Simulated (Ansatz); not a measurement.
A free-standing Janus 2H monolayer of RuClI was relaxed with 5 functionals in the plane-wave code Ansatz, cell and atoms free, the symmetry of the start kept (meshes: PBE 12×12×1, r2SCAN 12×12×1, PBEsol 12×12×1, LDA 12×12×1, HSE06 6×6×1). No spin polarisation. The prototype was imposed, so other structures may be more stable.

The LDA result:
```cif
data_structure
_symmetry_space_group_name_H-M 'P 1'
_symmetry_Int_Tables_number 1
_cell_length_a 3.6210
_cell_length_b 3.6210
_cell_length_c 30.7023
_cell_angle_alpha 90.000
_cell_angle_beta 90.000
_cell_angle_gamma 120.000
_cell_volume 348.63
loop_
_atom_site_label
_atom_site_type_symbol
_atom_site_fract_x
_atom_site_fract_y
_atom_site_fract_z
_atom_site_occupancy
Ru1 Ru 0.33333 0.66667 0.28904 1
Cl1 Cl 0.66667 0.33333 0.34490 1
I1 I 0.66667 0.33333 0.24547 1
```
Periodic in the plane only; c spans the vacuum.

The sheet's in-plane cell has a = 3.621 Å, b = 3.621 Å (γ = 120.0°), and its outermost atoms lie 3.05 Å apart along the normal. Around Ru lie 3 I at 2.48 Å and 3 Cl at 2.70 Å; around Cl lie 3 Ru at 2.70 Å; around I lie 3 Ru at 2.48 Å.

Task: How does the cell change with r2SCAN?

Result: a = 3.696 Å; the area differs by +4.2 % from LDA's. Around Ru lie 3 I at 2.53 Å and 3 Cl at 2.77 Å; around Cl lie 3 Ru at 2.77 Å; around I lie 3 Ru at 2.53 Å.

Task: What lattice does PBE give?

Result: a = 3.720 Å; the area differs by +5.5 % from LDA's. Around Ru lie 3 I at 2.54 Å and 3 Cl at 2.78 Å; around Cl lie 3 Ru at 2.78 Å; around I lie 3 Ru at 2.54 Å.

Task: Held at the r2SCAN cell, what mean stress do LDA and PBE find, and does its sign point to their own minimum?

Result: Yes. LDA -2.89 N/m, and its relaxed area is -4.0 % from r2SCAN's; PBE +0.75 N/m, and its relaxed area is +1.3 % from r2SCAN's. Compression counts positive, so a positive stress asks for a larger cell.
